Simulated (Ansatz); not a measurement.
TaP:
```
TaP
1.0
   -1.65506     1.65506     5.63832
    1.65506    -1.65506     5.63832
    1.65506     1.65506    -5.63832
Ta P
2 2
Cartesian
  0.00000   1.65506   5.63120
  0.00000   0.00000   2.81204
  1.65506   0.00000   4.69819
  0.00000   0.00000   7.51735
```

Relaxed with PBEsol. Special points in fractions of this cell's reciprocal vectors: Γ (0.000, 0.000, 0.000); X (0.000, 0.000, 0.500); P (0.250, 0.250, 0.250); N (0.000, 0.500, 0.000); M (0.500, 0.500, -0.500); S (0.272, 0.728, -0.272); S0 (-0.272, 0.272, 0.272); R (-0.043, 0.043, 0.500); G (0.500, 0.500, -0.043).

Task: List the band energies nearest the Fermi level at these points for PBEsol in the plane-wave PAW code Ansatz.

Result: In eV from the Fermi level; about four levels below and three above (degenerate sets whole), none deeper than 8.9 eV; points with the same levels are listed once.

```
k                                below                above
-  -----------------------------------  -------------------
Γ  -2.56 -2.56 -2.56 -2.00 -1.63 -1.63       1.03 2.04 2.65
X              -3.25 -3.25 -1.02 -1.02  3.55 3.55 3.73 3.73
P              -3.28 -3.28 -1.01 -1.01  3.56 3.56 3.74 3.74
N              -2.59 -2.38 -1.77 -0.23       0.11 1.55 2.63
M              -3.04 -3.04 -0.88 -0.88  1.49 1.49 2.89 2.89
S              -2.58 -2.56 -1.86 -0.17       0.11 2.01 2.58
R              -3.22 -3.22 -1.05 -1.05  3.28 3.28 3.63 3.63
```

Space group I4_1md. The first step of the workflow began from a Materials Project structure, measured or hypothetical; the Crystallography Open Database copy checked does not list it. COD files the formula under space group No. 141. Whether it is the stable phase at ambient conditions was not checked. Symmetry was held in the PBEsol relaxation; whether a distortion lowers the energy is not shown. No spin polarisation was allowed. A small band overlap can be real or an error of a semilocal functional. The Fermi level of a semimetal is unsure by some 0.05 eV on such meshes. Scalar-relativistic: spin–orbit coupling is off unless named, which matters more the heavier the elements.

Potentials: the earlier of the program's two PAW sets. The files were generated under PBE; for other functionals the program regenerates the frozen cores, and for LDA and PBEsol the local potential too.
